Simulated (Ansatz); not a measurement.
The end of the path is a generated cell of MoRu: the first start was made by placing the elements on the sites of a structure type, and the end was not matched to a known phase here, so it may be hypothetical.

A geometry of MoRu away from equilibrium: step 14 of the relaxation of a generated trial cell of MoRu in the AFLOW prototype AB_oP4_59_a_b (as in CuTe). Method: PBEsol (plane waves to 420 eV, PAW, scalar-relativistic; Ansatz, a quantum-chemistry and plane-wave program). Γ-centred k-mesh 12×9×6 on the run's cell (coarser than for final values), Fermi–Dirac smearing 0.05 eV.

```yaml
crystal:
  lattice:
    - [2.70155, 0.00000, 0.00000]
    - [0.00000, 4.36515, 0.00000]
    - [0.00000, 0.00000, 4.83604]
  atoms:
    - { symbol: Mo, position: [0.00000, 0.00000, 0.10772] }
    - { symbol: Mo, position: [0.50000, 0.50000, 0.89228] }
    - { symbol: Ru, position: [0.00000, 0.50000, 0.40617] }
    - { symbol: Ru, position: [0.50000, 0.00000, 0.59383] }
```

Task: Which atoms carry the largest force, and which way does it point?

Result: 0.01 eV/Å, on Ru3, Ru4 (atoms numbered as listed); on Ru3 its components are (0.00, 0.00, -0.01).

Task: What is the pressure?

Result: +2.8 GPa, compression positive.

Task: How far above the relaxed end point is this geometry?

Result: 0.01 eV/atom; the path ends in Pmmn (No. 59).

No spin polarisation in the result.

The run could not lose the symmetry of its start; a randomly shaken copy of 8 atoms returns to this structure.
